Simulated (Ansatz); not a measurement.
# Property card for ScCl

ScCl:
```yaml
crystal:
  lattice:
    - [1.75591, 1.01378, 8.82098]
    - [-1.75591, 1.01378, 8.82098]
    - [0.00000, -2.02755, 8.82098]
  atoms:
    - { symbol: Cl, position: [0.39227, 0.39227, 0.39227] }
    - { symbol: Cl, position: [0.60773, 0.60773, 0.60773] }
    - { symbol: Sc, position: [0.21477, 0.21477, 0.21477] }
    - { symbol: Sc, position: [0.78523, 0.78523, 0.78523] }
```

Space group R-3m (No. 166); conventional cell a = 3.512 Å, b = 3.512 Å, c = 26.463 Å, α = 90.00°, β = 90.00°, γ = 120.00°.

Method: r²SCAN+D4 (plane waves, PAW; program Ansatz). Structure relaxed to zero pressure with the same functional. Other levels are named where they apply.

Cell and energy:

- Volume per atom = 23.55 Å³
- Density = 2.83 g/cm³
- Formation energy from the elements (no fitted shifts) = -1600 meV/atom

Electronic structure:

- Electronic character = metallic (no gap)
- Density of states at the Fermi level = 2.2 states/eV per atom (mean over ±0.08 eV)

Mechanics:

Bulk modulus (Birch–Murnaghan fit): 23.4 GPa
Pressure derivative B′: 13.7

Charges:

- Bader charges = Cl -0.79, Sc +0.79 e

The workflow started from an entry of the Crystallography Open Database (COD). Whether it is the stable phase at ambient conditions was not checked. The r²SCAN+D4 relaxation kept the symmetry of its start; whether a distortion lowers the energy is not shown. No spin polarisation was allowed. The references are the lowest solids computed at this level, not always the standard phases (solids in place of the gases).

Potentials: the later of the program's two PAW sets.
